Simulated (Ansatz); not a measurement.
Co3Si in space group P6_3/mmc (No. 194; Co on 6h, Si on 2c) under volume change, r²SCAN (plane waves, PAW; program Ansatz), shape and atoms relaxed at each volume.

```
V (Å³/atom)  E − E(relaxed) (meV/atom)  P (GPa)
-----------  -------------------------  -------
9.214                             83.8    32.13
9.518                             35.1    19.59
9.821                              8.3     8.98
10.125                             0.0     0.00
10.429                             7.4    -7.59
10.733                            28.0   -14.01
11.036                            59.9   -19.43
```

Task: What does a third-order Birch–Murnaghan fit give for V₀, B₀ and B′?

Result: V₀ = 10.13 Å³/atom, B₀ = 275 GPa, B′ = 4.6.

The workflow started from a Materials Project entry (that database holds measured and hypothetical structures alike); the Crystallography Open Database copy checked does not list it. Whether it is the stable phase at ambient conditions was not checked. The cell was relaxed with r²SCAN under the symmetry of its start; whether a distortion lowers the energy is not shown. The run is not spin-polarised.

Potentials: the later of the program's two PAW sets.
